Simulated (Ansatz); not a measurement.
## Kick test of a cell of K2Sm

The structure comes from a generated guess, relaxed at this level; another structure or a mixture of phases may lie lower.

All numbers below come from DFT PBE, scalar-relativistic, plane waves, PAW, and for the lanthanide a 4f-in-core norm-conserving potential, in Ansatz 0.2.0. Settings: cutoff 690 eV, Γ-centred mesh 12×12×12 on the computed 3-atom cell, Gaussian smearing of 0.10 eV; no spin polarisation.

The cell below (3 atoms, space group P6/mmm (No. 191)) is relaxed within its symmetry.

```
CELL_PARAMETERS angstrom
6.90814 0.00000 0.00000
-3.45407 5.98262 0.00000
0.00000 0.00000 3.71293
ATOMIC_POSITIONS crystal
K 0.33333 0.66667 0.50000
K 0.66667 0.33333 0.50000
Sm 0.00000 0.00000 0.00000
```

For the test a repeat of it with 6 atoms (edges 3.71, 6.91, 11.97 Å) was strained at random (σ = 1.5 % a component), the atoms were moved at random (σ = 0.10 Å), and all was relaxed again on a coarse 6×4×2 mesh (in the run’s order of axes) with 0.20 eV smearing, with no symmetry imposed.

Question: Is the structure stable against such a distortion?

Answer: It returns, within 1 meV/atom of the unmoved cell on that mesh and with the same symmetry when read at 0.1 Å (P1 at 0.01 Å, so small strains and shifts remain). No instability shows in this cell; modes of other wave vectors, which need another repeat, aren't tested.

The lanthanide is trivalent by construction, without f bands, f moments or other valences.
